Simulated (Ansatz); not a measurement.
NbC:
```
NbC
1.0
    3.09447     0.00000     0.00000
   -1.54724     2.67989     0.00000
    0.00000     0.00000     5.29982
Nb C
2 2
Direct
  0.66667   0.33333   0.75000
  0.33333   0.66667   0.25000
  0.00000   0.00000   0.00000
  0.00000   0.00000   0.50000
```

Relaxed with PBEsol. Special points in fractions of this cell's reciprocal vectors: Γ (0.000, 0.000, 0.000); M (0.500, 0.000, 0.000); K (0.333, 0.333, 0.000); A (0.000, 0.000, 0.500); L (0.500, 0.000, 0.500); H (0.333, 0.333, 0.500).

**Question.** List the band energies nearest the Fermi level at these points for DFT-PBEsol in the program Ansatz with PAW potentials.

**Answer.** In eV from the Fermi level; about four levels below and three above (degenerate sets whole), none deeper than 8.9 eV; points with the same levels are listed once.

```csv
k,below,above
Γ,-1.89 -1.89 -1.47 -0.50 -0.50,0.39 0.39 1.25
M,-4.64 -4.52 -3.12 -1.07,0.04 2.31 2.66
K,-4.90 -4.90 -4.69 -4.69 -1.74,0.21 0.21 2.69 2.69
A,-3.40 -3.40 -3.40 -3.40,1.54 1.54 1.54 1.54
L,-4.63 -4.63 -3.18 -3.18,0.33 0.33 3.00 3.00
H,-3.87 -3.87 -3.04 -3.04,0.70 0.70 2.13 2.13
```

Space group P6_3/mmc (NiAs type). The first step of the workflow began from a Materials Project structure, measured or hypothetical; the Crystallography Open Database copy checked does not list it. It is not the phase usual at ambient conditions (space group No. 225). The cell was relaxed with PBEsol under the symmetry of its start; its stability against distortions is not shown here. The run is not spin-polarised. Spin–orbit coupling is left out wherever it is not named.

Potentials: the later of the program's two PAW sets.
